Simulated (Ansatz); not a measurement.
Given:

BAs:
```cif
data_As4B4
_chemical_formula_sum 'B4 As4'
_space_group_name_H-M_alt 'P 1'
_space_group_IT_number 1
_cell_length_a 6.53941
_cell_length_b 3.41288
_cell_length_c 5.68278
_cell_angle_alpha 90.000
_cell_angle_beta 90.000
_cell_angle_gamma 90.000
loop_
_space_group_symop_operation_xyz
  'x, y, z'
loop_
_atom_site_label
_atom_site_type_symbol
_atom_site_fract_x
_atom_site_fract_y
_atom_site_fract_z
_atom_site_occupancy
B1 B 0.16105 0.25000 0.40157 1
B2 B 0.33895 0.75000 0.90157 1
B3 B 0.83895 0.75000 0.59843 1
B4 B 0.66105 0.25000 0.09843 1
As1 As 0.83554 0.25000 0.39158 1
As2 As 0.66446 0.75000 0.89158 1
As3 As 0.16446 0.75000 0.60842 1
As4 As 0.33554 0.25000 0.10842 1
```

This is the PBE+D3(BJ)-relaxed structure.

**Question.** All from DFT-PBE+D3(BJ) in the program Ansatz with PAW potentials, unless another level is named. Predict the gap with spin–orbit coupling.

**Answer.** 0.44 eV.

**Question.** Next, the valence-band maximum?

**Answer.** at Γ.

Space group Pnma. The start of the workflow was typed in or built on a structure type; neither database checked (COD, Materials Project) lists it. It is not the phase usual at ambient conditions (space group No. 216). The PBE+D3(BJ) relaxation kept the symmetry of its start; its stability against distortions is not shown here. The volume moved by 25 % from the start of the relaxation. Its formation energy is positive at this level, so the cell may be metastable or incomplete. Scalar-relativistic: spin–orbit coupling is off unless named, which matters more the heavier the elements.

Potentials: the earlier of the program's two PAW sets.
